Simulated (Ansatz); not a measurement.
AgAu:
```
AgAu
1.0
    2.88062     0.00000     0.00000
    0.00000     2.88062     0.00000
    0.00000     0.00000     4.18531
Ag Au
1 1
Direct
  0.50000   0.50000   0.50000
  0.00000   0.00000   0.00000
```

Relaxed with r²SCAN. Special points in fractions of this cell's reciprocal vectors: Γ (0.000, 0.000, 0.000); X (0.000, 0.500, 0.000); M (0.500, 0.500, 0.000); Z (0.000, 0.000, 0.500); R (0.000, 0.500, 0.500); A (0.500, 0.500, 0.500).

### Question
List the band energies nearest the Fermi level at these points for DFT-r²SCAN in the program Ansatz with PAW potentials.

### Answer
In eV from the Fermi level; about four levels below and three above (degenerate sets whole), none deeper than 8.9 eV; points with the same levels are listed once.

```csv
k,below,above
Γ,-3.73 -2.54 -2.40 -2.40,1.26 6.15 11.11 11.11
X,-3.89 -3.28 -0.56 -0.10,8.84 9.06 9.07
M,-2.53 -2.53 -2.52 -1.70,1.71 1.71 5.48
Z,-3.57 -3.53 -3.53 -2.73,14.91 14.91 15.19
R,-2.60 -2.37 -0.49 -0.36,2.39 4.54 15.15
A,-3.94 -3.49 -2.91 -1.70,5.24 5.79 5.79
```

Space group P4/mmm (L1₀ or tetragonal B2). The start of the workflow was typed in or built on a structure type; neither database checked (COD, Materials Project) lists it. Its standing as an ambient phase is unchecked. The cell was relaxed with r²SCAN under the symmetry of its start; whether a distortion lowers the energy is not shown. No spin polarisation was allowed. Scalar-relativistic: spin–orbit coupling is off unless named, which matters more the heavier the elements.

Potentials: the earlier of the program's two PAW sets.
